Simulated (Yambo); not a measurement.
Yambo run on K2NaScF6 (space group Fm-3m, No. 225). The wavefunctions are PBEsol (Quantum ESPRESSO, PseudoDojo norm-conserving, 88 Ry, no spin-orbit coupling) ones on a 2×2×2 mesh (40 occupied bands); a = b = c = 6.0880 Å, α = β = γ = 60.00°.

Yambo input:

```
rim_cut
gw0
dyson
el_el_corr
HF_and_locXC
ppa
em1d
RandQpts= 1000000
RandGvec= 1 Ry
EXXRLvcs= 88 Ry
VXCRLvcs= 352 Ry
Chimod= "HARTREE"
% BndsRnXp
 3 | 79 |
%
NGsBlkXp= 8 Ry
% LongDrXp
 1.0 | 1.0 | 1.0 |
%
PPAPntXp= 27.2114 eV
% GbndRnge
 1 | 79 |
%
GTermKind= "BG"
DysSolver= "n"
ExtendOut
% QPkrange
 1 | 1 | 40 | 41 |
%
```

k points by index: 1 = Γ.

Resulting energies as the program prints them:

```
#    K-point    Band    Eo [eV]    E [eV]    E-Eo [eV]    Vxc [eV]    Vnlxc [eV]    Sc|Eo [eV]    Sc|E [eV]    dSc/dw|Eo [eV]    Re(Z)    Im(Z)
#
    1    40    0.000000    -2.300765    -2.300765    -22.34886    -30.11162    4.856177    5.462001    -7.164385    0.791583    -0.001704
    1    41    6.647765    8.494115    1.846350    -8.762988    -4.466261    -2.249037    -2.450377    -2.967207    0.901678    -0.730161E-3
```
(The two width columns are left out.) Convergence of these settings isn't established.

Geometry of the Materials Project entry, not relaxed at this level.
